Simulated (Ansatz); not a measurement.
Relaxed-ion elastic tensor of BaO (rock salt, Fm-3m) in GPa (Voigt order), DFT-LDA in the program Ansatz with PAW potentials; density 6.35 g/cm³, 20.06 Å³ per atom.

```
 153  52.6  52.6   0.0   0.0   0.0
52.6   153  52.6   0.0   0.0   0.0
52.6  52.6   153   0.0   0.0   0.0
 0.0   0.0   0.0  34.0   0.0   0.0
 0.0   0.0   0.0   0.0  34.0   0.0
 0.0   0.0   0.0   0.0   0.0  34.0
```

Is the crystal mechanically stable?

Yes: the smallest eigenvalue of C is 34.0 GPa.

Work out the Voigt, Reuss and Hill averages.

K_V = 85.9, K_R = 85.9, K_H = 85.9; G_V = 40.4, G_R = 39.0, G_H = 39.7 GPa.

Give Young's modulus, Poisson's ratio, Pugh's ratio and the universal anisotropy index.

E = 9KG/(3K + G) = 103 GPa; ν = 0.30; K/G = 2.17 (ductile by the Pugh limit of 1.75); A_U = 5G_V/G_R + K_V/K_R − 6 = 0.18.

Estimate the sound speeds and the Debye temperature.

v_l = √((K + 4G/3)/ρ) = 4680 m/s, v_t = √(G/ρ) = 2500 m/s, mean 2790 m/s; Θ = (h/k)(3n/4πV)^(1/3) v_m = 306 K.

Give the Zener ratio and Young's modulus along [100], [110] and [111].

A = 2C44/(C11 − C12) = 0.68; 1/E = S11 − 2(S11 − S12 − S44/2)Γ with Γ = 0, 1/4, 1/3 gives 126, 96.9, 90.0 GPa.

The cell was relaxed with LDA under the symmetry of its start; phonons on a q-mesh show no instability. Scalar-relativistic: spin–orbit coupling is off unless named, which matters more the heavier the elements.

Potentials: the later of the program's two PAW sets.
